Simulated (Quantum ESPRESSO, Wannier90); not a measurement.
**Wannier functions of InGaP2 (R3m)**

```xyz
4
Lattice="-2.0274 3.5115 0.0000 -4.0547 0.0000 0.0000 -2.0274 1.1705 6.6343" Properties=species:S:1:pos:R:3 pbc="T T T"
In     2.0274    -1.1705     3.3124
Ga     0.0000     0.0000    -0.0043
P      0.0000     0.0000    -2.3799
P      2.0274    -1.1705     0.7308
```

Materials Project entry mp-1223642; symmetrised, unrelaxed at this level. Not found in the COD (Crystallography Open Database) copy used; not checked further. Level: PBEsol, no spin polarisation, no spin-orbit coupling; pw.x of Quantum ESPRESSO at 64 Ry with PseudoDojo potentials, 6×6×6 k-points, Wannier90. Density: 10×10×10 mesh, Gaussian smearing 0.01 Ry. Spin-orbit coupling is left out although heavy elements are present.

Functional, cutoff and mesh named above are those of the base row (1); the first column says what each row takes instead. Model: 8 functions from bands 11-18, start SCDM (isolated) (the valence bands). Energies are relative to the valence-band maximum; the misfit is to pw.x on a path, for all bands of the set. The lattice is scaled uniformly, fractional positions fixed. Ω_total can sit in another minimum from row to row; Ω_I of an isolated set cannot.

| scale | Ω_I (Å²) | Ω_total (Å²) | rms misfit (meV) | gap (eV) | bottom of band 11 (eV) |
|---|---|---|---|---|---|
| 0.97 | 15.72 | 17.01 | 19 | 0.96 | -12.49 |
| 0.99 | 16.19 | 17.44 | 21 | 0.64 | -12.03 |
| 1 | 16.45 | 17.70 | 23 | 0.48 | -11.82 |
| 1.01 | 16.74 | 17.99 | 25 | 0.32 | -11.62 |
